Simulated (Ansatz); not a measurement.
**VI$_{3}$ (P6_3/mmc): electronic heat capacity from the density of states**

The calculation used DFT PBEsol, scalar-relativistic, plane waves, PAW in Ansatz.

Settings: cutoff 420 eV, Γ-centred mesh 6×6×10 on the computed 8-atom cell, Gaussian smearing of 0.10 eV; collinear spin from starting moments 2.13 2.13 0 0 0 0 0 0 μB.

Relaxed cell: P6_3/mmc, a = 10.198 Å, b = 10.198 Å, c = 3.601 Å, α = 90.00°, β = 90.00°, γ = 120.00°, 8 atoms in the primitive cell. Whether it is the stable form of this composition wasn't checked.

The density of states at the Fermi level is 7.032 states/eV in the cell of 8 atoms (2 formula units; both spins, tetrahedra on a 9×9×15 mesh). The run ends with a moment of 4.00 μB a cell (largest on a site 1.94 μB), and the figure is for this state; a paramagnetic sample can have a quite different one. Another magnetic order, if the compound takes it, can change N(E_F) and the shape of the cell a good deal, and may open a gap, where γ is close to zero.

Problem. What Sommerfeld coefficient does this give?

Solution. Per formula unit N(E_F) = 3.516 states/eV. γ = (π²/3) k_B² N(E_F) N_A = 2.357 mJ/(mol K²) per state/eV, so γ = 8.3 mJ/(mol K²), a mole of formula units. This is the bare band result: a measured γ of the same phase and magnetic order is as a rule larger by a factor 1 + λ from phonons and spin fluctuations. N(E_F) at one energy is sensitive to the mesh where the density of states has sharp peaks.

Spin-orbit coupling is left out, which matters for the bands of heavy elements. Moments started parallel, and an antiferromagnetic order may lie lower. The cell holds chains, and where no dispersion correction was added their binding is poorly described.

Only this magnetic start was tried.

Cost: 1 run of about 5.6 core-minutes, on Intel Xeon 6975P-C (Granite Rapids) (shared hosts).